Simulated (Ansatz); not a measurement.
Question: Name crystals whose computed values (PBE (plane waves, PAW; program Ansatz)) fall in these windows: gap (eV) 3.1 to 4.3; B₀ by P(V) fit (GPa) 96 to 120.

Answer: 

```csv
crystal,gap (eV),B₀ by P(V) fit (GPa)
"LiTaO3, R3c (Li on 6a, Ta on 6a, O on 18b)",3.79,113
"LiNbO3, R3c (Li on 6a, Nb on 6a, O on 18b)",3.54,97.9
"La2O3, La2O3 or Ni2Al3 type",3.83,108
"CaO, rock salt",3.66,105
```
Others may fit too.

All cells were relaxed under the symmetry of their starts (and spin orders); stability against distortions was not tested throughout. Rows with no word on spin ran without spin polarisation. Scalar-relativistic: spin–orbit coupling is off unless named, which matters more the heavier the elements.

Potentials: the earlier of the program's two PAW sets.
